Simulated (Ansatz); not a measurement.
Trial structure of TiAgC₄N₄, not yet relaxed:

```yaml
crystal:
  lattice:
    - [6.02985, 0.00000, 0.00000]
    - [0.00000, 6.02985, 0.00000]
    - [0.00000, 0.00000, 6.02985]
  atoms:
    - { symbol: Ti, position: [0.50000, 0.50000, 0.50000] }
    - { symbol: Ag, position: [0.00000, 0.00000, 0.00000] }
    - { symbol: C, position: [0.19360, 0.19360, 0.19360] }
    - { symbol: C, position: [0.19360, 0.80640, 0.80640] }
    - { symbol: C, position: [0.80640, 0.19360, 0.80640] }
    - { symbol: C, position: [0.80640, 0.80640, 0.19360] }
    - { symbol: N, position: [0.30563, 0.30563, 0.30563] }
    - { symbol: N, position: [0.30563, 0.69437, 0.69437] }
    - { symbol: N, position: [0.69437, 0.30563, 0.69437] }
    - { symbol: N, position: [0.69437, 0.69437, 0.30563] }
```

All numbers below come from Ansatz, DFT PBE, scalar-relativistic, plane waves, PAW. Settings: cutoff 420 eV, Γ-centred mesh 4×4×4 on the computed 10-atom cell, Gaussian smearing of 0.10 eV; collinear spin from starting moments 1.0 0.0 0.0 0.0 0.0 0.0 0.0 0.0 0.0 0.0 μB.

The zero of energy is the elements' standard structures at the same level (N₂ as a molecule); no fitted shifts are applied.

Q: Estimate its pressure, forces and energy as it stands.

A: The pressure is 2.5 GPa (it wants to expand), the largest force is 1.76 eV/Å, and the energy is +0.33 eV/atom against the elements. The shortest distance is 1.17 Å.

Q: Is it a good guess?

A: A good one: relaxing gains under 0.1 eV/atom (the start's value is from the coarse mesh, so the gain is rough) in 9 ionic steps and ends at +0.29 eV/atom on the finer mesh. The symmetry stays P-43m (No. 215). The volume per atom grows by 5.6 %, from 21.9 to 23.1 Å³. The shortest distance goes from 1.17 Å (C–N) to 1.18 Å (C–N). Conventional cell: a = 6.140 Å. Around Ti lie 4 N at 1.98 Å; Ag is surrounded by 4 C at 2.16 Å; C is surrounded by 1 N at 1.18 Å and 1 Ag at 2.16 Å; N has 1 C at 1.18 Å and 1 Ti at 1.98 Å.

The last run used collinear spin, a 6×6×6 mesh for its 10-atom cell and Gaussian smearing of 0.10 eV. The reference form of C is held partly by dispersion forces, which this level lacks. Another magnetic order may lie lower. The relaxation can't lower the symmetry of the start, and the grade says only how near the guess is to its own end. Symmetry constrained the relaxation, so the result can be a saddle point.
